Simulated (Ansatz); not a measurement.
Zr2Ir:
```yaml
crystal:
  lattice:
    - [-3.23159, 3.23159, 2.82413]
    - [3.23159, -3.23159, 2.82413]
    - [3.23159, 3.23159, -2.82413]
  atoms:
    - { symbol: Zr, position: [0.66925, 0.16925, 0.83850] }
    - { symbol: Zr, position: [0.33075, 0.83075, 0.16150] }
    - { symbol: Zr, position: [0.16925, 0.33075, 0.50000] }
    - { symbol: Zr, position: [0.83075, 0.66925, 0.50000] }
    - { symbol: Ir, position: [0.75000, 0.75000, 0.00000] }
    - { symbol: Ir, position: [0.25000, 0.25000, 0.00000] }
```

Relaxed with PBEsol. Special points in fractions of this cell's reciprocal vectors: Γ (0.000, 0.000, 0.000); X (0.000, 0.000, 0.500); M (-0.500, 0.500, 0.500); Z (0.441, 0.441, -0.441); Z0 (-0.441, 0.559, 0.441); P (0.250, 0.250, 0.250); N (0.000, 0.500, 0.000).

Q: List the band energies nearest the Fermi level at these points for PBEsol (plane waves, PAW; program Ansatz).

A: In eV from the Fermi level; about four levels below and three above (degenerate sets whole), none deeper than 8.9 eV; points with the same levels are listed once.

```csv
k,below,above
Γ,-1.29 -0.72 -0.72 -0.31,0.44 0.44 0.45 0.45
X,-1.06 -0.82 -0.56 -0.48,0.22 0.25 0.36
M,-0.22 -0.19 -0.19 -0.17,1.48 1.48 2.31 2.31
Z,-0.62 -0.24 -0.24 -0.19,0.00 1.59 1.59
P,-0.14 -0.14 -0.02 -0.02,0.40 0.40 1.28 1.28
N,-0.34 -0.34 -0.09 -0.09,0.66 0.66 1.42 1.42
```

Space group I4/mcm. The first step of the workflow began from a Materials Project structure, measured or hypothetical; the Crystallography Open Database copy checked does not list it. Whether it is the stable phase at ambient conditions was not checked. The PBEsol relaxation kept the symmetry of its start; whether a distortion lowers the energy is not shown. The run is not spin-polarised. Scalar-relativistic: spin–orbit coupling is off unless named, which matters more the heavier the elements.

Potentials: the later of the program's two PAW sets.
